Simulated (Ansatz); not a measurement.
Structures of Mo3P2: which is lowest?

Plane-wave DFT in Ansatz with scalar-relativistic PAW potentials, cutoff 420 eV, Γ-centred meshes chosen by cell and gap, Gaussian smearing with energies taken to zero width. Every cell was relaxed (cell and atoms) in a run of its own, within the symmetry of its start. Functional: PBE.

Relaxed structures (starts from databases or built by putting these elements on another compound's sites):
A. R-3c, 10 atoms in the computed cell, a = 6.436 Å, c = 12.814 Å; sites (symmetry × multiplicity) Mo .2 × 18, P 3. × 12; start: built
B. Fmmm, 10 atoms in the computed cell, a = 5.077 Å, b = 8.493 Å, c = 13.513 Å; sites (symmetry × multiplicity) Mo m.. × 16 + mm2 × 8, P 222 × 8 + 2mm × 8; start: built
C. P-62m, 5 atoms in the computed cell, a = 5.194 Å, c = 3.303 Å; sites (symmetry × multiplicity) Mo m2m × 3, P -6.. × 2; start: built

Task: Rank them by energy. Could pressure change the order?

Result:
```tsv
structure	group	E − E(lowest) (meV/atom)	V (Å³/atom)	gap on mesh (eV)
C	P-62m	0.0	15.44	0.00
A	R-3c	47	15.32	0.00
B	Fmmm	89	14.57	0.00
```

C is lowest, 47 meV/atom under A. B is denser by 0.87 Å³/atom, so pressure favours it: ΔE/ΔV, with ΔE in eV and 1 eV/Å³ = 160.2 GPa, gives about 16 GPa for equal enthalpy if both cells were rigid; at such pressures compression changes ΔV much, so this is a scale only. Other structures may lie lower than all of these, and vibrations aren't counted.